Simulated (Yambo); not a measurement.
KScS2O8 (space group C2/m, No. 12), G0W0@LDA in Yambo (2×2×1 mesh, plasmon pole; 7 Ry block, no terminator). The number N of bands in W and G is varied.

```tsv
N	x = 1/N	gap (-0.5, -0.5, 0) → (-0.5, -0.5, 0) (eV)	shift of the valence edge (eV)
111	0.00901	8.308	-0.877
158	0.00633	8.184	-0.965
217	0.00461	8.127	-1.082
277	0.00361	?	?
```

Q: Basis-set arguments suggest E = E∞ + A x. Fix A and E∞ from the two rows above the withheld one, predict the row at 277 bands, and test the form.

A: Gap: A = (8.127 − (8.184))/(0.00461 − 0.00633) = 33.1, E∞ = 7.974 eV, so 8.094 eV is predicted; the run gave 8.090 eV (miss 4 meV). The first two rows have slope 46.3, so the form doesn't hold yet over the whole range. Shift: A = (-1.082 − (-0.965))/(0.00461 − 0.00633) = 68.0, E∞ = -1.396 eV, so -1.150 eV is predicted; the run gave -1.162 eV (miss 12 meV). The first two rows have slope 32.8, so the form doesn't hold yet over the whole range. The other settings are held fixed.

Geometry of the Materials Project entry, not relaxed at this level; primitive cell a = b = 5.0442 Å, c = 8.1828 Å, α = β = 93.94°, γ = 64.31°.

The structure is a Materials Project entry; no match was found in the copy of COD used, and its stability was not checked.

A shift is the quasiparticle energy of the state minus its LDA energy.
